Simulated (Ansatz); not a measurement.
**Surface calculation: fcc Cu (110), 5 layers**

The slab is cut from the fcc crystal, the stable phase, as relaxed on PAW files (11.95 Å³/atom), with 16 Å of vacuum and a dipole correction:

```
Cu
1.0
     2.56645    0.00000    0.00000
     0.00000    3.62951    0.00000
     0.00000    0.00000   21.13290
Cu
5
Cartesian
  0.0000 0.0000 8.0000
  1.2832 1.8148 9.2832
  0.0000 0.0000 10.5664
  1.2832 1.8148 11.8497
  0.0000 0.0000 13.1329
```

Computed with Ansatz 0.2.0; functional PBE, scalar-relativistic. Settings: a Γ-centred 16×11×1 k mesh, Fermi–Dirac smearing of 0.05 eV, no spin polarisation. Methods: LAPW: all electrons, basis error target 1 meV/atom; PAW: frozen-core files, cutoff 420 eV.

The bulk energy comes from a cell in the slab's orientation on a 16×11×16 mesh. The surface energy is (E(slab) − N·E(bulk))/2A at zero smearing, the mean of both faces; thin slabs carry quantum-size effects.

Problem. As cut, the LAPW slab lies 1.865 eV above 5 atoms of bulk. What surface energy is that?

Solution. Over two faces of 9.31 Å² it is 100.1 meV/Å², and times 16.02 J/m² per eV/Å² that gives γ = 1.604 J/m².

```
method  γ as cut (J/m²)  γ relaxed (J/m²)  Φ as cut (eV)  Φ relaxed (eV)
  LAPW            1.604                 ?           4.34            4.37
```

Problem. Give the missing entry: row "LAPW", column "γ relaxed (J/m²)".

Solution. 1.567.

Problem. How do the spacings between the planes relax?

Solution. From the bottom face up: d12 -9.3 % of 1.283 Å, d23 +2.6 % of 1.283 Å, d34 +2.6 % of 1.283 Å, d45 -9.3 % of 1.283 Å.

Problem. What changes if the vacuum is set to 22 Å?

Solution. LAPW then gives: no gap, work function 4.37 eV; PAW: no gap, work function 4.38 eV.

Problem. A 2p core hole is made on one atom of each kind in every 1×1 cell (PAW hole dataset, neutral cell, valence without spin). What does it cost by layer?

Solution. layer 1 936.21 eV, layer 2 936.48 eV, layer 3 936.49 eV. Shifts between layers mean more than the absolute values, and a whole layer of holes screens otherwise than one hole.
